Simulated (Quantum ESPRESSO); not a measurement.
Inputs of pw.x and gipaw.x (a modified build of Quantum ESPRESSO, PBE) for CdS; the starting potential comes from an earlier run on another mesh:

```
&CONTROL
  calculation = 'scf'
  prefix = 'x'
  pseudo_dir = './pseudo'
  outdir = './out'
  tprnfor = .true.
/
&SYSTEM
  ibrav = 0
  nat = 2
  ntyp = 2
  ecutwfc = 40
  ecutrho = 160
  occupations = 'fixed'
  nbnd = 9
/
&ELECTRONS
  conv_thr = 1e-11
  startingpot = 'file'
/
ATOMIC_SPECIES
Cd 112.414 Cd.GGA_PBE-JTH.UPF
S 32.060 S.GGA_PBE-JTH.UPF
CELL_PARAMETERS angstrom
    0.000000000000     2.942955000000     2.942955000000
    2.942955000000     0.000000000000     2.942955000000
    2.942955000000     2.942955000000     0.000000000000
ATOMIC_POSITIONS crystal
Cd     0.000000000000     0.000000000000     0.000000000000
S      0.250000000000     0.250000000000     0.250000000000
K_POINTS automatic
8 8 8 1 1 1
```

```
&INPUTGIPAW
  job = 'nmr'
  prefix = 'x'
  tmp_dir = './out/'
  restart_mode = 'from_scratch'
  pawproj(1) = .true.
  pawproj(2) = .true.
  use_nmr_macroscopic_shape = .false.
/
```

The geometry is a computed Materials Project entry, not a measured one. It is CdS in F-43m. Stability against distortions was not tested.

Question: Predict the shielding tensors that the run ends with.

Answer: 
```
     Total NMR chemical shifts in ppm: ---------------------------------------
     (adopting the Simpson convention for anisotropy and asymmetry)-----------

     Atom  1  Cd  pos: (  0.000000  0.000000  0.000000)  Total sigma:        2931.43
          2931.4259         -0.0000         -0.0000
            -0.0000       2931.4259         -0.0000
            -0.0000         -0.0000       2931.4259

     Cd      1    anisotropy:      0.00    eta:    0.0000
     Cd      1    sigma_11=   2931.43
     Cd      1    sigma_22=   2931.43
     Cd      1    sigma_33=   2931.43

     Atom  2  S   pos: (  0.353553  0.353553  0.353553)  Total sigma:         682.97
           682.9715         -0.0000         -0.0000
            -0.0000        682.9715          0.0000
            -0.0000         -0.0000        682.9715

     S       2    anisotropy:      0.00    eta:    0.0000
     S       2    sigma_11=    682.97
     S       2    sigma_22=    682.97
     S       2    sigma_33=    682.97
```
The printed anisotropy is 3/2 (σ_33 − σ_iso) in the program's own order; the axes are left out here. All sites are cubic, so the anisotropy vanishes by symmetry. Shieldings are absolute and leave out the bulk-susceptibility term; a larger σ means a smaller chemical shift. In our sweeps, cutoffs and meshes of this size left a few ppm, and up to some 20 ppm on atoms from Zn on. Spin–orbit coupling is left out; its weight grows with the heaviest atom, Cd here. The datasets of S hold no d projectors, which limits absolute σ on these atoms. The band gap at this level is small, which makes the paramagnetic part of σ large and sensitive to the functional.
